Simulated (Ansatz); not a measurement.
This Zn₅O structure is the end of a relaxation. The cell was found from a structure generator's guess, not taken from experiment.

The calculation used DFT PBE, scalar-relativistic, plane waves, PAW in Ansatz 0.2.0. Cutoff 420 eV, Γ-centred mesh, Gaussian smearing, no spin polarisation.

```
Zn O
1.0
     5.06397    0.00000    0.00000
    -2.53198    4.38552    0.00000
     0.00000    0.00000    6.02153
Zn O
5 1
Cartesian
  0.0000 0.0000 4.2334
  2.5320 0.0000 3.0108
  -1.2660 2.1928 3.0108
  1.2660 2.1928 3.0108
  0.0000 0.0000 1.7881
  0.0000 0.0000 0.0000
```

Formation energies are uncorrected and refer to the elements' standard structures at the same level (O₂ as a molecule).

Question: What space group does it have?

Answer: P6/mmm (No. 191). Conventional cell: a = 5.064 Å, c = 6.022 Å. Zn on a site of symmetry 6mm has 1 O at 1.79 Å, 1 Zn at 2.45 Å and 6 Zn at 2.81 Å; Zn on a site of symmetry mmm has 4 Zn at 2.53 Å and 4 Zn at 2.81 Å; around O lie 2 Zn at 1.79 Å.

Question: How far does it lie from the elements in energy?

Answer: −0.05 eV/atom.

Question: Is it a metal?

Answer: Yes, bands cross the Fermi level on the 12×12×6 mesh.

The last run used a 12×12×6 mesh (in the run's order of axes) for its 6-atom cell and Gaussian smearing of 0.10 eV. Symmetry constrained the relaxation, so the result can be a saddle point. Another cell of Zn5O relaxed alike, in P-6m2, lies 231 meV/atom lower, so this cell isn't the stable form at this level.
